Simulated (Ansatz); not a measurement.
The relaxed structure here is a generated cell of GeRh3: the first start was made by a random draw of sites in a space group, and the end was not matched to a known phase here, so it may be hypothetical.

A trial cell of GeRh$_{3}$ was relaxed with r2SCAN (plane waves to 500 eV, PAW, scalar-relativistic; Ansatz, an electronic-structure program).

Before: Pmmm (No. 47), oP4; a = 2.7818 Å, b = 3.9886 Å, c = 5.8024 Å, α = β = γ = 90.00°.

After relaxation:

Simulated powder pattern, neutron, λ = 1.5401 Å (kinematic, ideal powder, no thermal factors, coherent scattering alone; the 24 strongest lines at most, above 1 %, up to 2θ = 90°):

```csv
2θ (°),I/Imax (%)
17.79,2.8
25.26,1.4
34.38,50
36.02,91
38.97,1.3
40.45,1.2
43.14,1.0
50.65,100
51.86,48
54.10,1.4
63.71,70
72.47,15
76.39,28
83.68,50
86.53,48
87.47,48
```

Identify the relaxed structure from its pattern: crystal system, space group and cell.

Tetragonal, P4/mmm (No. 123), tP4; a = b = 4.981 Å, c = 2.606 Å, α = β = γ = 90.00°. Sites: Ge 1d (0.500, 0.500, 0.500); Rh 1b (0.000, 0.000, 0.500); Rh 2e (0.000, 0.500, 0.500).

Index the strongest lines.

34.38° (001), 36.02° (200), 50.65° (201), 63.71° (221), 83.68° (202).

No spin polarisation in the result. The relaxed primitive cell holds an odd number of electrons. A magnetic state may lie lower.

The run could not lose the symmetry of its start: the end is stationary, and may be a saddle point rather than a minimum.

All atoms sit on sites fixed by symmetry, so only the cell could relax.
